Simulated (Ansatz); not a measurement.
The calculation used Ansatz, DFT PBE, scalar-relativistic, plane waves, PAW. All cells share a 420 eV cutoff and Γ-centred k meshes spaced at most about 0.3 Å⁻¹ (about 0.25 or finer for metals, 2π included). No spin polarisation in the final relaxations.

These are static total energies at zero pressure. All come from trial cells, and lower structures may exist.

Problem. Order these relaxed structures of AlGa3As2 by energy, lowest first, with the energy over the lowest of them.
A.

```xyz
6
Lattice="6.3762 0.0000 0.0000 -3.1881 5.5220 0.0000 0.0000 0.0000 3.8812" Properties=species:S:1:pos:R:3 pbc="T T T"
Al    0.0000    0.0000    0.0000
Ga    1.5941    2.7610    1.9406
Ga    3.1881    0.0000    1.9406
Ga   -1.5941    2.7610    1.9406
As    3.1881    1.8407    0.0000
As    0.0000    3.6813    0.0000
```

B.

```xyz
6
Lattice="1.9220 1.1097 9.4266 -1.9220 1.1097 9.4266 0.0000 -2.2194 9.4266" Properties=species:S:1:pos:R:3 pbc="T T T"
Al    0.0000    0.0000   14.1400
Ga    0.0000    0.0000    0.0000
Ga    0.0000    0.0000   11.1661
Ga    0.0000    0.0000   17.1138
As    0.0000    0.0000   22.0934
As    0.0000    0.0000    6.1865
```

C.

```xyz
6
Lattice="2.6000 1.5011 5.1916 -2.6000 1.5011 5.1916 0.0000 -3.0023 5.1916" Properties=species:S:1:pos:R:3 pbc="T T T"
Al    0.0000    0.0000    7.7874
Ga   -1.3000   -0.7506    5.1916
Ga    1.3000   -0.7506    5.1916
Ga    0.0000    1.5011    5.1916
As    0.0000    0.0000    2.6521
As    0.0000    0.0000   12.9226
```

Solution. B (0 meV/atom), C (337 meV/atom), A (361 meV/atom). Forms: B R-3m; C R-3m; A P6/mmm. Counting As atoms around Al and Ga (those within 1.25 times the shortest such distance or 1.15 times the sum of covalent radii; the shortest distance is added where it is long for a bond; a slash parts the counts of unlike sites): B has Al 6, Ga 3/6 from 3.9 Å; C has Al 6 from 3.0 Å, Ga 2 from 2.9 Å; A has Al 6 from 3.7 Å, Ga 4.

Cells relaxed within their symmetry can be saddle points. Some candidate types were left out of the draw beforehand, so a known form may be missing.
